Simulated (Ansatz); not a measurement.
CuI:
```cif
data_Cu4I4
_chemical_formula_sum 'I4 Cu4'
_space_group_name_H-M_alt 'F-43m'
_space_group_IT_number 216
_space_group_name_Hall 'F -4 2 3'
_cell_length_a 6.02290
_cell_length_b 6.02290
_cell_length_c 6.02290
_cell_angle_alpha 90.000
_cell_angle_beta 90.000
_cell_angle_gamma 90.000
loop_
_atom_site_label
_atom_site_type_symbol
_atom_site_symmetry_multiplicity
_atom_site_Wyckoff_symbol
_atom_site_fract_x
_atom_site_fract_y
_atom_site_fract_z
_atom_site_occupancy
I1 I 4 c 0.25000 0.25000 0.25000 1
Cu1 Cu 4 a 0.00000 0.00000 0.00000 1
```
(The calculation used a cell of 2 atoms; values per cell refer to that cell.)

Relaxed with r²SCAN.

Question: Decompose the optical modes at the zone centre into irreducible representations, and say which are infrared and Raman allowed.

Answer: Point group -43m: Γ_opt = T2. Infrared: T2. Raman: T2.

Question: Assign frequencies (DFPT, the program Ansatz at the r²SCAN level (PAW); without the LO–TO term).

Answer: T2 130 cm⁻¹.

The r²SCAN relaxation kept the symmetry of its start; phonons on a q-mesh show no instability. The run is not spin-polarised. Spin–orbit coupling is left out wherever it is not named.

Potentials: the later of the program's two PAW sets.
